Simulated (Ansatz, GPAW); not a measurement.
Given: the input of a run of Ansatz 0.2.0 on Ge2Sb2Te5. The cell comes from a database or a generator and needn't be the stable form of this composition.

The input input.yaml:

```yaml
crystal:
  lattice:
    - [4.2940644248, 0.0, 0.0]
    - [-2.1470322124, 3.7187688774, 0.0]
    - [0.0, 0.0, 17.101346]
  atoms:
    - { symbol: Te, position: [0.6666666667, 0.3333333333, 0.419892] }
    - { symbol: Te, position: [0.3333333333, 0.6666666667, 0.580108] }
    - { symbol: Te, position: [0.3333333333, 0.6666666667, 0.201542] }
    - { symbol: Te, position: [0.6666666667, 0.3333333333, 0.798458] }
    - { symbol: Te, position: [0.0, 0.0, 0.0] }
    - { symbol: Sb, position: [0.0, 0.0, 0.320068] }
    - { symbol: Sb, position: [0.0, 0.0, 0.679932] }
    - { symbol: Ge, position: [0.6666666667, 0.3333333333, 0.102895] }
    - { symbol: Ge, position: [0.3333333333, 0.6666666667, 0.897105] }
hamiltonian:
  xc: pbesol
  pseudopotentials: { kind: paw }
kpoints:
  mp_grid: { grid: [7, 7, 2] }
scf:
  occupations: { method: fermi_dirac, width: 0.05 }
output:
  forces: true
  stress: true
  eigenvalues: true
```

Potentials or basis: Ansatz PAW.

Command:

```console
$ ansatz run input.yaml --threads 4 --pin off --max-ram 11264MiB --backend cpu --events-out ev --progress --plain --runs-dir out
```

Set up the same calculation for GPAW 26.7.0 (ASE script). Potentials or basis there: PAW data sets generated for this functional, cutoff 600 eV.

As run (cutoffs and basis follow the program's own potentials, and thresholds, step limits or extra output files can differ):

run.py

```python
from ase import Atoms
from ase.dft.bandgap import bandgap
from ase.io import write
from ase.units import Bohr, GPa
from gpaw import GPAW, PW, setup_paths
from gpaw.elf import elf_from_dft_calculation

setup_paths.insert(0, '.')

atoms = Atoms(['Te', 'Te', 'Te', 'Te', 'Te', 'Sb', 'Sb', 'Ge', 'Ge'],
              cell=[[4.2940644248, 0.0, 0.0],
                    [-2.1470322124, 3.7187688774, 0.0],
                    [0.0, 0.0, 17.101346]],
              scaled_positions=[[0.6666666667, 0.3333333333, 0.419892],
                                [0.3333333333, 0.6666666667, 0.580108],
                                [0.3333333333, 0.6666666667, 0.201542],
                                [0.6666666667, 0.3333333333, 0.798458],
                                [0.0, 0.0, 0.0],
                                [0.0, 0.0, 0.320068],
                                [0.0, 0.0, 0.679932],
                                [0.6666666667, 0.3333333333, 0.102895],
                                [0.3333333333, 0.6666666667, 0.897105]],
              pbc=True)

calc = GPAW(mode=PW(600),
            xc='PBEsol',
            kpts={'size': (7, 7, 2), 'gamma': True},
            occupations={'name': 'fermi-dirac', 'width': 0.05},
            nbands=56,
            convergence={'density': 1e-05, 'energy': 1e-05},
            maxiter=150,
            txt='gpaw.txt')
atoms.calc = calc
energy = atoms.get_potential_energy()
forces = atoms.get_forces()
stress = atoms.get_stress()
calc.write('gs.gpw')
write('result.traj', atoms)
print(f'Energy: {energy:.6f} eV')
print('Forces (eV/A):')
print(forces.round(4))
print('Stress (GPa):', (stress / GPa).round(3))
print('Fermi level:', round(calc.get_fermi_level(), 4), 'eV')
print(f'Gap: {bandgap(calc)[0]:.4f} eV, direct: {bandgap(calc, direct=True)[0]:.4f} eV')

# fields on the real-space grid
write('density.cube', atoms, data=calc.get_pseudo_density() * Bohr**3)
write('potential.cube', atoms, data=calc.get_electrostatic_potential())
write('elf.cube', atoms, data=elf_from_dft_calculation(calc).data)
```

Potentials or basis: PAW data sets generated in the run's folder for this functional, pw.

The run is started by

```bash
$ gpaw-setup -f PBEsol Ge Sb Te
$ OMP_NUM_THREADS=1 python run.py
```

Both were run:

|  | Ansatz | GPAW |
| --- | --- | --- |
| Pressure | -2.2 GPa | -2.5 GPa |
| Largest force | 0.132 eV/Å | 0.154 eV/Å |

Ansatz's pressure holds a Pulay term of +0.03 GPa for its cutoff of 420 eV, which the other run lacks.

The potentials hold 138 and 68 valence electrons a cell.

Ansatz's potentials were made for PBE.

Where Ansatz's input types no cutoff or centring, it takes its own default and a Γ-centred mesh.

Pressure is positive in compression.
